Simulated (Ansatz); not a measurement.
## Data sheet: BeNi (DFT)

BeNi:
Space group Pm-3m (No. 221); a = b = c = 2.555 Å, α = β = γ = 90.00°

```
atom  site  symmetry       x       y       z
----  ----  --------  ------  ------  ------
Be      1a      m-3m  0.0000  0.0000  0.0000
Ni      1b      m-3m  0.5000  0.5000  0.5000
```

Space group Pm-3m (No. 221), CsCl type; conventional cell a = b = c = 2.5546 Å, α = β = γ = 90.00°.

Method: DFT-LDA in the program Ansatz with PAW potentials. The cell and atoms are relaxed at this level. Other levels are named where they apply.

### Cell and energy

```json
{
 "volume_per_atom": "8.34 Å³",
 "density": "6.74 g/cm³",
 "Formation energy from the elements (no fitted shifts)": "-0.51 eV/atom"
}
```

### Electronic structure

```json
{
  "electronic_character": "metallic (no gap)",
  "Density of states at the Fermi level": "0.56 states/eV per atom (mean over ±0.08 eV)"
}
```

### Mechanics

```json
{
  "Bulk modulus (Birch–Murnaghan fit)": "2140 kbar",
  "Pressure derivative B′": "4.2",
  "Elastic constants (relaxed ions, GPa)": "C11 = 265, C12 = 188, C44 = 156",
  "mechanical_stability": "stable (all eigenvalues of C positive)",
  "hill_bulk_and_shear_moduli": "214 and 89.6 GPa",
  "Young's modulus": "236 GPa",
  "Poisson's ratio": "0.32",
  "debye_temperature_from_the_elastic_constants": "599 K"
}
```

### Phonons

```json
{
 "highest_zone_centre_frequency": "508 cm^-1",
 "zone_centre_stability": "no imaginary mode at Γ"
}
```

The first step of the workflow began from a Materials Project structure, measured or hypothetical; the Crystallography Open Database copy checked does not list it. With Be and Ni taken as one species the cell has the higher symmetry Im-3m, so it may be an ordered model of a mixed-site phase. Whether it is the stable phase at ambient conditions was not checked. The cell was relaxed with LDA under the symmetry of its start. No spin polarisation was allowed. As this level gives no gap, shear constants depend on the k-mesh and smearing (Fermi–Dirac, 0.1 eV here). As this level gives no gap, phonon frequencies hold no LO–TO term and depend on the k-mesh and smearing (Fermi–Dirac, 0.1 eV here). The references are the lowest solids computed at this level, not always the standard phases.

Potentials: the later of the program's two PAW sets.
